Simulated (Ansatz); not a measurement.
TaTe:
Space group Pmma (No. 51); a = 4.791 Å, b = 3.397 Å, c = 4.901 Å, α = β = γ = 90.00°

```tsv
atom	site	symmetry	x	y	z
Ta	2e	mm2	0.7500	0.0000	0.2199
Te	2f	mm2	0.2500	0.5000	0.2569
```

Relaxed at zero pressure with the program Ansatz at the r²SCAN level (PAW).

Q: The volume is raised by 9 % and shape and atoms relax at that volume. What pressure results, and how do the axes share the change?

A: -1.4 GPa; a -1.4 %, b 2.1 %, c 8.2 %; the energy rises by 20 meV/atom.

Q: Give the new structure.

A: 
Space group Pmma (No. 51); a = 4.723 Å, b = 3.470 Å, c = 5.306 Å, α = β = γ = 90.00°

```csv
atom,site,symmetry,x,y,z
Ta,2e,mm2,0.7500,0.0000,0.1662
Te,2f,mm2,0.2500,0.5000,0.2576
```

The phase is kept; no other phase was compared at this pressure.

The start of the workflow was typed in or built on a structure type; neither database checked (COD, Materials Project) lists it. Its standing as an ambient phase is unchecked. The r²SCAN relaxation kept the symmetry of its start; whether a distortion lowers the energy is not shown. No spin polarisation was allowed. Its formation energy is positive at this level, so the cell may be metastable or incomplete. Scalar-relativistic: spin–orbit coupling is off unless named, which matters more the heavier the elements.

Potentials: the earlier of the program's two PAW sets.
